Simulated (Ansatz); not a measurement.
Input:

LuF₃:
```yaml
crystal:
  lattice:
    - [6.64252, 0.00000, 0.00000]
    - [-3.32126, 5.75259, 0.00000]
    - [0.00000, 0.00000, 6.83759]
  atoms:
    - { symbol: Lu, position: [0.34700, 0.00000, 0.75000] }
    - { symbol: Lu, position: [0.65300, 0.00000, 0.25000] }
    - { symbol: Lu, position: [0.00000, 0.34700, 0.75000] }
    - { symbol: Lu, position: [0.00000, 0.65300, 0.25000] }
    - { symbol: Lu, position: [0.65300, 0.65300, 0.75000] }
    - { symbol: Lu, position: [0.34700, 0.34700, 0.25000] }
    - { symbol: F, position: [0.00000, 0.00000, 0.75000] }
    - { symbol: F, position: [0.00000, 0.00000, 0.25000] }
    - { symbol: F, position: [0.33333, 0.66667, 0.68213] }
    - { symbol: F, position: [0.66667, 0.33333, 0.31787] }
    - { symbol: F, position: [0.66667, 0.33333, 0.81787] }
    - { symbol: F, position: [0.33333, 0.66667, 0.18213] }
    - { symbol: F, position: [0.37581, 0.30535, 0.57823] }
    - { symbol: F, position: [0.62419, 0.69465, 0.42177] }
    - { symbol: F, position: [0.69465, 0.07046, 0.57823] }
    - { symbol: F, position: [0.30535, 0.92954, 0.42177] }
    - { symbol: F, position: [0.92954, 0.62419, 0.57823] }
    - { symbol: F, position: [0.07046, 0.37581, 0.42177] }
    - { symbol: F, position: [0.30535, 0.37581, 0.92177] }
    - { symbol: F, position: [0.69465, 0.62419, 0.07823] }
    - { symbol: F, position: [0.07046, 0.69465, 0.92177] }
    - { symbol: F, position: [0.92954, 0.30535, 0.07823] }
    - { symbol: F, position: [0.62419, 0.92954, 0.92177] }
    - { symbol: F, position: [0.37581, 0.07046, 0.07823] }
```

This is the PBEsol-relaxed structure. x, y and z are the axes in which the lattice vectors are written.

Task: All from PBEsol (plane waves, PAW; program Ansatz), unless another level is named. Predict the highest zone-centre frequency (without LO–TO term).

Result: 492 cm^-1.

Task: Next, the Poisson's ratio?

Result: 0.32.

Task: And the elastic constants (relaxed ions, GPa)?

Result: C11 = 219, C12 = 109, C13 = 91.0, C14 = -2.5, C33 = 271, C44 = 53.4.

Space group P-3c1. The first step of the workflow began from a Materials Project structure, measured or hypothetical; the Crystallography Open Database copy checked does not list it. Whether it is the stable phase at ambient conditions was not checked. The PBEsol relaxation kept the symmetry of its start; of distortions, only those at the zone centre were tested. Scalar-relativistic: spin–orbit coupling is off unless named, which matters more the heavier the elements.

Potentials: the later of the program's two PAW sets.
